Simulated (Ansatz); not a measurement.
This Sn₂PbS₃ structure is the end of a relaxation. The cell was found from a structure generator's guess, not taken from experiment.

All numbers below come from DFT PBE, scalar-relativistic, plane waves, PAW in Ansatz 0.2.0. Cutoff 420 eV, Γ-centred mesh, Gaussian smearing, no spin polarisation.

```yaml
crystal:
  lattice:
    - [2.07226, -5.97592, 0.00000]
    - [2.07226, 5.97592, 0.00000]
    - [0.00000, 0.00000, 12.51639]
  atoms:
    - { symbol: Sn, position: [0.36929, 0.63071, 0.08364] }
    - { symbol: Sn, position: [0.36929, 0.63071, 0.41636] }
    - { symbol: Sn, position: [0.63071, 0.36929, 0.91636] }
    - { symbol: Sn, position: [0.63071, 0.36929, 0.58364] }
    - { symbol: Pb, position: [0.37360, 0.62640, 0.75000] }
    - { symbol: Pb, position: [0.62640, 0.37360, 0.25000] }
    - { symbol: S, position: [0.14516, 0.85484, 0.75000] }
    - { symbol: S, position: [0.15278, 0.84722, 0.07913] }
    - { symbol: S, position: [0.15278, 0.84722, 0.42087] }
    - { symbol: S, position: [0.84722, 0.15278, 0.92087] }
    - { symbol: S, position: [0.85484, 0.14516, 0.25000] }
    - { symbol: S, position: [0.84722, 0.15278, 0.57913] }
```

The zero of energy is the elements' standard structures at the same level; no fitted shifts are applied. The references include grey tin.

Question: Find its symmetry and describe it.

Answer: Cmcm (No. 63). Conventional cell: a = 4.145 Å, b = 11.952 Å, c = 12.516 Å. Sn has 1 S at 2.59 Å and 4 S at 2.92–2.94 Å; around Pb lie 1 S at 2.73 Å and 4 S at 2.99 Å; S on a site of symmetry m2m has 1 Pb at 2.73 Å and 4 Sn at 2.94 Å; S on a site of symmetry m is surrounded by 1 Sn at 2.59 Å, 2 Sn at 2.92 Å and 2 Pb at 2.99 Å.

Question: How far does it lie from the elements in energy?

Answer: −0.465 eV/atom. It lies below the elements, which doesn't yet make it stable against other compounds or structures.

Question: Is it a metal?

Answer: No, the gap on the 10×10×4 mesh is 0.46 eV.

The last run used a 10×10×4 mesh (in the run's order of axes) for its 12-atom cell and Gaussian smearing of 0.02 eV. Weakly bound directions are ill-defined at this level, which has no dispersion term. Spin–orbit coupling, which can matter for Pb, is left out. Kohn–Sham gaps at this level usually fall short of measured ones. The missing spin–orbit coupling can work the other way here. The reference form of S is held partly by dispersion forces, which this level lacks. A later test with randomly moved atoms ended 2 meV/atom lower, in Ama2 at a loose tolerance, which is no clear verdict on its stability.
